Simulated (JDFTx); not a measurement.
System: CdSe(110) (F-43m bulk; lattice of mp-2691, not re-optimised at this level), 1x1 cell of 8 atoms in 4 planes (Cd/Se outermost, slab composition Cd4Se4), area 26.66 Å² a face, 7.1 Å between the outermost planes in a cell 22.5 Å high; k mesh 4×4×1, Fermi width 0.003 Ha, no spin polarisation. Whether this polymorph is the ambient one wasn't checked.

Level of theory: PBE, GBRV ultrasoft potentials, plane waves to 20/100 Ha; code: JDFTx (a modified build). All atoms were relaxed in vacuum, keeping the start's symmetry. The same slab in several models of one liquid. The model has bare, unreconstructed faces and no explicit solvent. These are Kohn-Sham edges of the slab on its k mesh, not quasiparticle energies; surface states and confinement enter them. Spin-orbit coupling is left out, which can move the edges for the heavier elements here. Edges are measured from the vacuum level or from the bulk liquid.

```
medium                                  valence edge (eV)  conduction edge (eV)  rough core time
--------------------------------------  -----------------  --------------------  ---------------
vacuum                                              -5.65                 -4.35                –
CANDLE, water, 0.5 M KF                             -5.26                 -3.93            8 min
SaLSA, water, 0.5 M KF                                  ?                     ?           10 min
SCCS (g09 parameters), water, 0.5 M KF              -5.28                 -3.96            5 min
```

Complete the blanks.


- SaLSA, water, 0.5 M KF, valence edge (eV): -5.16
- SaLSA, water, 0.5 M KF, conduction edge (eV): -3.84

The times are rough (shared hosts); only ratios past two mean anything.
